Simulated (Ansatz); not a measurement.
Task: Each is relaxed and computed with the program Ansatz at the r²SCAN level (PAW). Which alone has a direct gap?
(A) CaCd2As2, P-3m1 (Ca on 1a, Cd on 2d, As on 2d)
(B) BAs, zinc blende
(C) K3NaS2O8, P-3m1 (Pearson symbol hP14)
(D) Ca2H3Br, P-3m1 (Ca on 2d, H on 2d, H on 1a, Br on 1b)

Result: A, CaCd2As2, P-3m1 (Ca on 1a, Cd on 2d, As on 2d). CaCd2As2: gap 0.77 eV (direct); Ca2H3Br: gap 2.10 eV (indirect); K3NaS2O8: gap 6.37 eV (indirect); BAs: gap 1.37 eV (indirect). Standing as an ambient phase not checked: CaCd2As2, P-3m1 (Ca on 1a, Cd on 2d, As on 2d); Ca2H3Br, P-3m1 (Ca on 2d, H on 2d, H on 1a, Br on 1b); K3NaS2O8, P-3m1 (Pearson symbol hP14). All cells were relaxed under the symmetry of their starts (and spin orders); stability against distortions was not tested throughout. Spin–orbit coupling is left out wherever it is not named.

Potentials: the later of the program's two PAW sets.
